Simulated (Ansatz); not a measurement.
Given:

RbLiZnS2:
```cif
data_Li2Rb2S4Zn2
_chemical_formula_sum 'Rb2 Li2 Zn2 S4'
_space_group_name_H-M_alt 'I-4m2'
_space_group_IT_number 119
_space_group_name_Hall 'I -4 -2'
_cell_length_a 3.94834
_cell_length_b 3.94834
_cell_length_c 13.42224
_cell_angle_alpha 90.000
_cell_angle_beta 90.000
_cell_angle_gamma 90.000
loop_
_atom_site_label
_atom_site_type_symbol
_atom_site_symmetry_multiplicity
_atom_site_Wyckoff_symbol
_atom_site_fract_x
_atom_site_fract_y
_atom_site_fract_z
_atom_site_occupancy
Rb1 Rb 2 a 0.00000 0.00000 0.00000 1
Li1 Li 2 d 0.50000 0.00000 0.25000 1
Zn1 Zn 2 c 0.00000 0.50000 0.25000 1
S1 S 4 e 0.00000 0.00000 0.34896 1
```
(The calculation used a cell of 5 atoms; values per cell refer to that cell.)

This is the PBEsol-relaxed structure.

Problem. All from DFT-PBEsol in the program Ansatz with PAW potentials, unless another level is named. Predict the Born charges (a third of the trace).

Solution. Rb +1.36, Li +0.76, Zn +1.76, S -1.94 e.

Problem. Predict the electronic dielectric constant ε∞ (DFPT).

Solution. 4.81 (xx = yy), 4.11 (zz).

Problem. Next, the Bader charges?

Solution. Rb +0.80, Li +0.85, Zn +0.74, S -1.19 e.

The workflow started from a Materials Project entry (that database holds measured and hypothetical structures alike); the Crystallography Open Database copy checked does not list it. With Li and Zn taken as one species the cell has the higher symmetry I4/mmm, so it may be an ordered model of a mixed-site phase. Its standing as an ambient phase is unchecked. The cell was relaxed with PBEsol under the symmetry of its start; whether a distortion lowers the energy is not shown. Scalar-relativistic: spin–orbit coupling is off unless named, which matters more the heavier the elements.

Potentials: the later of the program's two PAW sets.
